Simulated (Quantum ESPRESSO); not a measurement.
**Band energies of Lu2SeO2**

```
CELL_PARAMETERS angstrom
      3.71608     0.00000     0.00000
     -1.85804     3.21822     0.00000
      0.00000     0.00000     6.64684
ATOMIC_POSITIONS crystal
  O  0.33333 0.66667 0.62510
  O  0.66667 0.33333 0.37490
  Se 0.00000 0.00000 0.00000
  Lu 0.33333 0.66667 0.29320
  Lu 0.66667 0.33333 0.70680
```

norm-conserving PBEsol (Quantum ESPRESSO, 100 Ry, no spin-orbit coupling); path ΓMKΓALHA,LM,KH; energies in eV from the valence-band maximum.

| k (1/Å) | point | band 35 | band 36 | band 37 | band 38 | band 39 | band 40 | band 41 | band 42 |
|---|---|---|---|---|---|---|---|---|---|
| 0.00 | Γ | -3.50 | -3.40 | -1.12 | -0.10 | -0.10 | 1.84 | 3.79 | 3.79 |
| 0.39 |  | -3.26 | -3.03 | -1.88 | -1.37 | -0.64 | 2.88 | 3.78 | 4.56 |
| 0.78 |  | -3.18 | -2.74 | -2.71 | -1.82 | -1.23 | 2.74 | 4.28 | 4.77 |
| 0.98 | M | -3.18 | -2.74 | -2.59 | -1.86 | -1.32 | 2.51 | 4.31 | 4.94 |
| 1.16 |  | -3.13 | -2.79 | -2.58 | -1.98 | -1.69 | 2.46 | 4.51 | 4.79 |
| 1.54 | K | -3.28 | -2.99 | -2.52 | -2.52 | -2.26 | 1.91 | 4.59 | 5.19 |
| 1.92 |  | -2.98 | -2.98 | -2.82 | -1.98 | -1.82 | 2.71 | 4.67 | 4.97 |
| 2.29 |  | -3.29 | -3.05 | -1.71 | -1.41 | -0.68 | 2.82 | 4.11 | 4.20 |
| 2.67 | Γ | -3.50 | -3.40 | -1.12 | -0.10 | -0.10 | 1.84 | 3.79 | 3.79 |
| 3.14 | A | -3.47 | -2.69 | -2.54 | 0.00 | 0.00 | 3.12 | 3.65 | 4.39 |
| 3.46 |  | -3.30 | -2.93 | -1.96 | -0.97 | -0.42 | 3.26 | 3.57 | 4.25 |
| 3.95 |  | -3.32 | -2.67 | -2.26 | -1.84 | -1.25 | 3.27 | 3.61 | 4.36 |
| 4.12 | L | -3.21 | -2.59 | -2.47 | -1.89 | -1.31 | 3.24 | 3.57 | 4.42 |
| 4.30 |  | -3.17 | -2.57 | -2.45 | -1.95 | -1.49 | 3.03 | 3.60 | 4.40 |
| 4.68 | H | -2.99 | -2.88 | -2.53 | -2.02 | -2.02 | 2.66 | 3.26 | 4.35 |
| 4.96 |  | -3.21 | -2.63 | -2.18 | -1.98 | -1.67 | 2.91 | 3.46 | 4.35 |
| 5.24 |  | -3.41 | -2.95 | -1.75 | -1.62 | -1.04 | 3.44 | 3.60 | 4.16 |
| 5.52 |  | -3.35 | -2.86 | -2.05 | -0.79 | -0.35 | 3.32 | 3.50 | 4.42 |
| 5.81 | A | -3.47 | -2.69 | -2.54 | 0.00 | 0.00 | 3.12 | 3.65 | 4.39 |
| 5.81 | L | -3.21 | -2.59 | -2.47 | -1.89 | -1.31 | 3.24 | 3.57 | 4.42 |
| 5.96 |  | -3.33 | -2.59 | -2.35 | -2.02 | -1.32 | 2.94 | 3.93 | 4.51 |
| 6.28 | M | -3.18 | -2.74 | -2.59 | -1.86 | -1.32 | 2.51 | 4.31 | 4.94 |
| 6.28 | K | -3.28 | -2.99 | -2.52 | -2.52 | -2.26 | 1.91 | 4.59 | 5.19 |
| 6.75 | H | -2.99 | -2.88 | -2.53 | -2.02 | -2.02 | 2.66 | 3.26 | 4.35 |

The PBEsol gap is indirect, 1.84 eV, from A to Γ; the smallest direct gap is 1.94 eV.

Spin-orbit splittings are left out. The 4f states are in the valence at their DFT position.

Geometry of the Materials Project entry, not relaxed at this level.

The structure is a Materials Project entry; no match was found in the copy of COD used, and its stability was not checked.
